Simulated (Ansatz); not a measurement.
# NaLiCl2 (ordering on rocksalt): the band gap by level of theory

All numbers come from the PAW code Ansatz. The calculation is spin-unpolarised, and the structure need not be a phase that has been made.

The cell is NaLiCl2 as one 4-atom ordering (R-3m) on the rocksalt lattice; cell and atoms were relaxed with r2SCAN. Li is surrounded by 6 Cl at 2.61 Å; Na is surrounded by 6 Cl at 2.76 Å; Cl is surrounded by 3 Li at 2.61 Å and 3 Na at 2.76 Å.

Space group R-3m:H (No. 166). a = 3.783 Å, b = 3.783 Å, c = 18.743 Å, α = 90.00°, β = 90.00°, γ = 120.00°
```json
{"atom": "Li", "site": "3a", "symmetry": "-3m", "x": "0.0000", "y": "0.0000", "z": "0.0000"}
{"atom": "Na", "site": "3b", "symmetry": "-3m", "x": "0.3333", "y": "0.6667", "z": "0.1667"}
{"atom": "Cl", "site": "6c", "symmetry": "3m", "x": "0.0000", "y": "0.0000", "z": "0.2567"}
```

Band edges at fixed r2SCAN geometry:
```csv
level,k mesh,gap (eV),kind,edges,least direct gap (eV),rough cost
PBE,8×8×8,5.60,direct,Γ,5.60,8 core-seconds
r2SCAN,8×8×8,6.43,direct,Γ,6.43,17 core-seconds
HSE06,6×6×6,6.98,direct,Γ,6.98,8 core-minutes
PBE0,6×6×6,7.70,direct,Γ,7.70,7 core-minutes
"G0W0@PBE (231 empty bands, 120 eV, 4×4×4)",4×4×4,8.16,–,Γ (mesh),–,3 core-minutes
```
PBE: smearing of 0.02 eV; the others have fixed occupations.
Wave cutoffs: 420 eV, 500 eV (r2SCAN).
The G0W0 gap is PBE's gap over the path plus the quasiparticle shift read on the mesh. No extrapolation in bands, cutoff or mesh was made for G0W0.
Costs come from shared machines and give only the order; PBE's includes the band path.

The HSE06 gap is direct at Γ: 6.98 eV.

r2SCAN covers 60 % of the step from PBE to HSE06, while HSE06 needs about 28 times r2SCAN's cost (on a coarser mesh). Among these functionals the gap stays direct.

r2SCAN (ground state on 6×6×6): The electronic dielectric tensor ε∞ is 2.60 along x and y, 2.59 along z. Born charges, averaged over directions: Li +1.16, Na +1.08, Cl -1.12 e.
